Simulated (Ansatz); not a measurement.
Sb:
```yaml
crystal:
  lattice:
    - [-1.57233, 1.57233, 2.67614]
    - [1.57233, -1.57233, 2.67614]
    - [1.57233, 1.57233, -2.67614]
  atoms:
    - { symbol: Sb, position: [0.00000, 0.00000, 0.00000] }
```

Relaxed with PBEsol. Special points in fractions of this cell's reciprocal vectors: Γ (0.000, 0.000, 0.000); X (0.000, 0.000, 0.500); P (0.250, 0.250, 0.250); N (0.000, 0.500, 0.000); M (0.500, 0.500, -0.500); S (0.336, 0.664, -0.336); S0 (-0.336, 0.336, 0.336); R (-0.173, 0.173, 0.500); G (0.500, 0.500, -0.173).

List the band energies nearest the Fermi level at these points for PBEsol (plane waves, PAW; program Ansatz).

In eV from the Fermi level; about four levels below and three above (degenerate sets whole), none deeper than 8.9 eV; … stands for higher levels left out; points with the same levels are listed once.

```tsv
k	below	above
Γ	–	4.86 5.53 5.53
X	-6.69 -4.52 -0.97	0.56 3.48 …
P	-6.59 -3.22 -3.22 -0.73	7.15 …
N	-5.93	1.91 5.38 6.38
M	-5.77	2.04 2.04 5.96
S	-8.40 -4.08 -4.03	3.62 7.35 …
R	-7.29 -3.49 -2.38 -1.85	7.56 …
```

Space group I4/mmm (body-centred tetragonal). The workflow started from an entry of the Crystallography Open Database (COD), which files this formula under 5 space groups. It is not the phase usual at ambient conditions (space group No. 166). Symmetry was held in the PBEsol relaxation. At this level the phase is mechanically unstable. The volume moved by 18 % from the start of the relaxation. Scalar-relativistic: spin–orbit coupling is off unless named, which matters more the heavier the elements.

Potentials: the later of the program's two PAW sets.
